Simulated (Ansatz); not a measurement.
PtSe₂:
```
PtSe2
1.0
    3.71669     0.00000     0.00000
   -1.85834     3.21875     0.00000
    0.00000     0.00000     5.82668
Pt Se
1 2
Direct
  0.00000   0.00000   0.00000
  0.66667   0.33333   0.77502
  0.33333   0.66667   0.22498
```

Relaxed with r²SCAN. Special points in fractions of this cell's reciprocal vectors: Γ (0.000, 0.000, 0.000); M (0.500, 0.000, 0.000); K (0.333, 0.333, 0.000); A (0.000, 0.000, 0.500); L (0.500, 0.000, 0.500); H (0.333, 0.333, 0.500).

**Question.** List the band energies nearest the valence-band maximum at these points for plane-wave PAW r²SCAN (Ansatz code).

**Answer.** In eV from the valence-band maximum; about four levels below and three above (degenerate sets whole), none deeper than 8.9 eV; points with the same levels are listed once.

```
k                          below           above
-  -----------------------------  --------------
Γ        -2.22 -0.62 -0.62 -0.05  2.38 2.38 4.82
M        -3.03 -2.71 -2.65 -2.61  1.59 2.50 5.01
K        -3.35 -2.73 -1.53 -1.53  0.87 0.87 5.04
A        -2.16 -1.57 -0.74 -0.74  2.64 2.64 5.58
L  -3.12 -3.12 -2.78 -2.44 -1.54  2.00 2.12 4.59
H        -3.33 -3.25 -1.90 -1.90  1.90 1.90 6.76
```

Space group P-3m1 (CdI2 type). The cell was relaxed with r²SCAN under the symmetry of its start. No spin polarisation was allowed. A crystal of weakly bound layers computed without a dispersion correction: the cell and the soft elastic constants depend strongly on that. Scalar-relativistic: spin–orbit coupling is off unless named, which matters more the heavier the elements.

Potentials: the earlier of the program's two PAW sets.
